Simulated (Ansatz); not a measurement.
The relaxed structure here is a generated cell of Hf: the first start was made by placing the elements on the sites of a structure type, and the end was not matched to a known phase here, so it may be hypothetical. Known forms of Hf include space group No. 194.

One starting cell of Hf (a generated cell, Hf placed in the AFLOW prototype A_oF8_70_a) was relaxed twice with Ansatz (plane waves, PAW, scalar-relativistic): with r2SCAN at 500 eV and with PBE at 420 eV. The r2SCAN result:

```cif
data_Hf2
_chemical_formula_sum 'Hf2'
_space_group_name_H-M_alt 'P 1'
_space_group_IT_number 1
_cell_length_a 5.83593
_cell_length_b 5.37278
_cell_length_c 3.17602
_cell_angle_alpha 81.752
_cell_angle_beta 65.660
_cell_angle_gamma 32.588
loop_
_space_group_symop_operation_xyz
  'x, y, z'
loop_
_atom_site_label
_atom_site_type_symbol
_atom_site_fract_x
_atom_site_fract_y
_atom_site_fract_z
_atom_site_occupancy
Hf1 Hf 0.25000 0.25000 0.25000 1
Hf2 Hf 0.00000 0.00000 0.00000 1
```

```json
[
 {"quantity": "space group", "r2SCAN": "Fddd", "PBE": "Fddd"},
 {"quantity": "volume (Å³/atom)", "r2SCAN": "22.23", "PBE": "[?]"},
 {"quantity": "a (Å)", "r2SCAN": "3.129", "PBE": "[?]"},
 {"quantity": "b (Å)", "r2SCAN": "5.528", "PBE": "[?]"},
 {"quantity": "c (Å)", "r2SCAN": "10.280", "PBE": "[?]"},
 {"quantity": "gap (eV, no spin-orbit coupling)", "r2SCAN": "0.00", "PBE": "[?]"}
]
```

Task: What does PBE give for the same quantities?

Result: 
- volume (Å³/atom), PBE: 22.42
- a (Å), PBE: 3.133
- b (Å), PBE: 5.508
- c (Å), PBE: 10.397
- gap (eV, no spin-orbit coupling), PBE: 0.00

Both levels end in the same structure; PBE's volume is 0.9 % larger. Neither column is exact.

No spin polarisation in the result.

The run could not lose the symmetry of its start: the end is stationary, and may be a saddle point rather than a minimum.

All atoms sit on sites fixed by symmetry, so only the cell could relax.

Ansatz is a first-principles code.
